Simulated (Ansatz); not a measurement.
# MnF₂ under several functionals and dispersion corrections (calculated)

Starting cell:

```
Mn F
1.0
     4.86008    0.00000    0.00000
     0.00000    4.86008    0.00000
     0.00000    0.00000    3.32806
Mn F
2 4
Direct
  0.00000 0.00000 0.00000
  0.50000 0.50000 0.50000
  0.30465 0.30465 0.00000
  0.19535 0.80465 0.50000
  0.69535 0.69535 0.00000
  0.80465 0.19535 0.50000
```

Ansatz, plane waves and PAW, scalar-relativistic (no spin–orbit coupling), 6×6×8 k-mesh. Spin-polarised, started with parallel moments of up to 4.7 μB. In the setting of the table the starting cell (space group P4_2/mnm) has 4.860 × 4.860 × 3.328 Å. Each functional was followed to zero pressure with shape and atoms relaxed, then fitted over four more volumes within ±4 % of it.

Question: What cell, stiffness and gap does each give?

Answer: 
```
                     functional  V0 (Å³/atom)                     cell  B0 (GPa)  B′ from the pressures  gap on the mesh  largest moment in an atom's sphere (μB)  cutoff (eV)
revPBE + D3(BJ) +U (Mn: 3.9 eV)         13.85  4.956 × 4.956 × 3.384 Å        80                    4.9          2.70 eV                           4.29, parallel          420
         r2SCAN +U (Mn: 1.9 eV)         13.23  4.886 × 4.886 × 3.323 Å        94                    5.0          2.48 eV                           4.27, parallel          500
    revPBE + D4 +U (Mn: 3.9 eV)         13.87  4.954 × 4.954 × 3.391 Å        79                    4.9          2.70 eV                           4.29, parallel          420
```

The volumes span 4.8 %, from r2SCAN +U (Mn: 1.9 eV) to revPBE + D4 +U (Mn: 3.9 eV), and the stiffness falls as the cell grows.

Caveats: gaps at these levels are rough, and mostly too small; not tested for a lower state; only parallel moments were run, and the real order may differ, which changes gaps; state of the open shells carried from another run.

Points behind the fit for r2SCAN +U (Mn: 1.9 eV):

| V (Å³/atom) | E − Emin (meV/atom) | P (GPa) |
| --- | --- | --- |
| 12.693 | 6.86 | 4.28 |
| 12.957 | 1.69 | 2.04 |
| 13.222 | 0.00 | 0.01 |
| 13.486 | 1.44 | -1.74 |
| 13.751 | 5.67 | -3.32 |
